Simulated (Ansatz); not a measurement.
# Relaxation of MgB2

The calculation used DFT PBE, scalar-relativistic, plane waves, PAW in Ansatz 0.2.0. (420 eV cutoff, 15×15×12 k-mesh, Gaussian smearing of 0.10 eV, no spin polarisation)

What was changed: biaxial strain in the a-b plane, c and atoms relaxed: +1.5 %.

Input:

```yaml
crystal:
  lattice:
    - [3.1188583598, 0.0, 0.0]
    - [-1.5594291799, 2.7010105704, 0.0]
    - [0.0, 0.0, 3.5000435871]
  atoms:
    - { symbol: Mg, position: [0.0, 0.0, 0.0] }
    - { symbol: B, position: [0.6666666667, 0.3333333333, 0.5] }
    - { symbol: B, position: [0.3333333333, 0.6666666667, 0.5] }
basis:
  ecutwfc: 420
kpoints:
  mp_grid: { grid: [15, 15, 12] }
hamiltonian:
  xc: pbe
scf:
  occupations: { method: gaussian, width: 0.1 }
output:
  forces: true
  stress: true
  eigenvalues: true
relax:
  adjacent_minimum: "off"
  f_tol: 0.008
  max_steps: 40
  cell: { stress_tol: 0.015, fix: [a, b, gamma] }
```

F is the free energy. Steps run on the plane waves of an earlier cell, but the last one, and at times one on the way, on a freshly chosen basis, so a repeated geometry can differ a little in energy. The held parts of the cell keep their stress, so P needn't end at zero.

Steps:

```csv
step,F − F(1) (eV),largest force component (eV/Å),V (Å³/atom),P (GPa)
1,0.0000,0.000,9.828,-3.89
2,-0.0001,0.000,9.854,-4.15
3,-0.0001,0.000,9.858,-4.20
4,-0.0002,0.000,9.858,-4.20
```

Relaxed structure:

```
CELL_PARAMETERS angstrom
3.11886 0.00000 0.00000
-1.55943 2.70101 0.00000
0.00000 0.00000 3.51063
ATOMIC_POSITIONS crystal
Mg 0.00000 0.00000 0.00000
B 0.66667 0.33333 0.50000
B 0.33333 0.66667 0.50000
```

It takes space group P6/mmm (No. 191, hexagonal). Conventional cell: a = 3.119 Å, b = 3.119 Å, c = 3.511 Å, α = 90.00°, β = 90.00°, γ = 120.00°. Mg (site symmetry 6/mmm) is surrounded by 12 B at 2.51 Å. B (site symmetry -6m2) is surrounded by 3 B at 1.80 Å.

The run converged. The run took of the order of 23 core-seconds.